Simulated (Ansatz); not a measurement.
# KGe₅: start and end of a relaxation

Recipe of this trial structure of KGe₅: 4-connected net of one element, guests in its cages (I-4m2, No. 119) (guest K). Lengths were set from tabulated atomic sizes, so they are only a guess.

POSCAR.start

```
K Ge
1.0
    -2.84715    2.84715    4.79975
     2.84715   -2.84715    4.79975
     2.84715    2.84715   -4.79975
K Ge
1 5
Cartesian
  0.0000 0.0000 4.7998
  0.0000 0.0000 0.0000
  0.0000 1.1730 7.5623
  1.1730 0.0000 2.0372
  1.6742 2.8471 -2.7625
  2.8471 1.6742 2.7625
```

All numbers below come from Ansatz 0.2.0, DFT PBE, scalar-relativistic, plane waves, PAW. Cutoff 420 eV, Gaussian smearing, Γ-centred meshes. Cell and atoms relax first on a coarse mesh and then on a finer one. In between, the cell is made exact in the group found at 0.06 Å. In metals the finer mesh still leaves noise of several meV/atom or more. The steps can't lower the symmetry of their start. No spin polarisation.

POSCAR.end

```
K Ge
1.0
    -2.93873    2.93873    5.49247
     2.93873   -2.93873    5.49247
     2.93873    2.93873   -5.49247
K Ge
1 5
Direct
  0.50000 0.50000 0.00000
  0.00000 0.00000 0.00000
  0.01152 0.79441 0.21712
  0.20559 0.42271 0.21712
  0.20559 0.98848 0.78288
  0.57729 0.79441 0.78288
```

The symmetry stays I-4m2 (No. 119). The volume per atom grows by 21.9 %, from 25.9 to 31.6 Å³. The shortest distance goes from 2.35 Å (Ge–Ge) to 2.55 Å (Ge–Ge). The ratio c/a of the conventional cell changes by a factor of 1.11. The energy falls by about 0.22 eV/atom (the start's value is from the coarse mesh).

| Quantity | Value |
| --- | --- |
| Volume per atom | 31.62 Å³ |
| Density | 3.52 g/cm³ |
| Formation energy | +0.16 eV/atom |
| Gap on the 10×10×10 mesh of the 6-atom cell | 0 eV (a metal) |

The zero of energy is the elements' standard structures at the same level; no fitted shifts are applied. The separate elements lie lower, so it is unstable against them.

The last run used Gaussian smearing of 0.10 eV. A structure relaxed within its symmetry needn't be a true minimum. In all, the 3 runs took 11 min on 1 thread of Arm Neoverse V1, with other jobs on the host.
